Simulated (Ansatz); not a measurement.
Notes on Zr$_{5}$Ge$_{3}$

```xyz
16
Lattice="3.7962 6.5752 0.0000 -3.7962 6.5752 0.0000 0.0000 0.0000 5.6921" Properties=species:S:1:pos:R:3 pbc="T T T"
Zr   -0.0004    4.3837    0.0000
Zr   -0.0004    8.7668    2.8460
Zr    0.0004    8.7668    0.0000
Zr    0.0004    4.3837    2.8460
Ge    0.8352    6.5752    1.4230
Ge    2.3157    4.0109    4.2690
Ge   -2.3157    4.0109    1.4230
Ge   -0.8352    6.5752    4.2690
Ge    1.4805    2.5643    1.4230
Ge   -1.4805    2.5643    4.2690
Zr   -1.9740    6.5752    1.4230
Zr    0.9111    1.5781    4.2690
Zr   -0.9111    1.5781    1.4230
Zr    1.9740    6.5752    4.2690
Zr    2.8851    4.9972    1.4230
Zr   -2.8851    4.9972    4.2690
```

The numbers come from plane-wave PAW DFT (Ansatz): r2SCAN, no spin polarisation, 500 eV, 5×5×6 Γ-centred k points, fermi-dirac occupations (width 0.1 eV). Nothing was relaxed.

**Formation energy.** -0.69 eV an atom against the elements' usual phases (free molecules for gases, crystals otherwise, with no correction for O₂ or N₂), so it is bound against them; other compounds may still compete. Relaxing would lower it.
**Electronic structure.** It is a metal, with about 9.6 states/eV a cell as the mean within 0.25 eV of the Fermi level, mostly Zr d (87 %).
**Contacts.** Ge–Zr at 2.59 Å: least valence density 0.36 e/Å³ and ELF 0.24 there. Zr–Zr at 2.85 Å: least valence density 0.28 e/Å³ and ELF 0.22 there. These are pseudo-fields; inside the PAW spheres they differ from the all-electron ones.
**Forces.** The largest is on Zr11 (and as large on other atoms): 1.02 eV/Å, components (1.02, 0.00, 0.00). It makes 98° with the line to a nearest neighbour, Ge7 at 2.59 Å.

Origin: a known structure type with other elements, at an estimated volume, so it need not be a known compound. Caveats: atoms or cell far from equilibrium.
